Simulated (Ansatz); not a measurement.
Al2Cu in space group P4/mmm (No. 123; Al on 2e, Cu on 1a) at seven volumes, plane-wave PAW PBEsol (Ansatz code), shape and atoms relaxed at each. One row is withheld.

```
V (Å³/atom)  P (GPa)
-----------  -------
14.407         11.61
14.882          7.09
15.357             ?
15.832          0.00
16.307         -2.73
16.782         -5.03
17.257         -6.94
```

**Question.** Fit the shown pressures and predict the withheld one.

**Answer.** P = (3/2)B₀(x^(7/2) − x^(5/2))[1 + (3/4)(B′ − 4)(x − 1)] with x = (V₀/V)^(2/3). Least squares on the six rows gives V₀ = 15.832 Å³/atom, B₀ = 98.7 GPa, B′ = 4.68. At V = 15.357, x = 1.0205 and P = 3.23 GPa. The run itself gave 3.24 GPa.

The first step of the workflow began from a Materials Project structure, measured or hypothetical; the Crystallography Open Database copy checked does not list it. It is not the phase usual at ambient conditions (space group No. 140). The PBEsol relaxation kept the symmetry of its start; of distortions, only those at the zone centre were tested. No spin polarisation was allowed.

Potentials: the later of the program's two PAW sets.
